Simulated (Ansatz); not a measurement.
Polymorphs of Zr, each relaxed with PBEsol in the plane-wave PAW code Ansatz:

A: hcp (Mg type) (P6_3/mmc)
a = b = 3.1838 Å, c = 5.1186 Å, α = β = 90.00°, γ = 120.00°

```tsv
atom	site	symmetry	x	y	z
Zr	2d	-6m2	0.6667	0.3333	0.2500
```

B: P6/mmm
a = b = 4.9726 Å, c = 3.1116 Å, α = β = 90.00°, γ = 120.00°

```tsv
atom	site	symmetry	x	y	z
Zr	1b	6/mmm	0.0000	0.0000	0.5000
Zr	2c	-6m2	0.3333	0.6667	0.0000
```

Problem. Order them by energy per atom at 0 K (lowest first) at the level PBEsol.

Solution. B (+0 meV/atom), A (+10 meV/atom)

Not the usual ambient phase: B. All cells were relaxed under the symmetry of their starts (and spin orders); stability against distortions was not tested throughout. Named crystals with no word on spin ran without spin polarisation. Spin–orbit coupling is left out wherever it is not named.

Energies hold the estimated change up to a 700 eV cutoff; steps of a few meV lie near the error of the meshes.

Potentials: the earlier of the program's two PAW sets. The files were generated under PBE; for other functionals the program regenerates the frozen cores, and for LDA and PBEsol the local potential too.
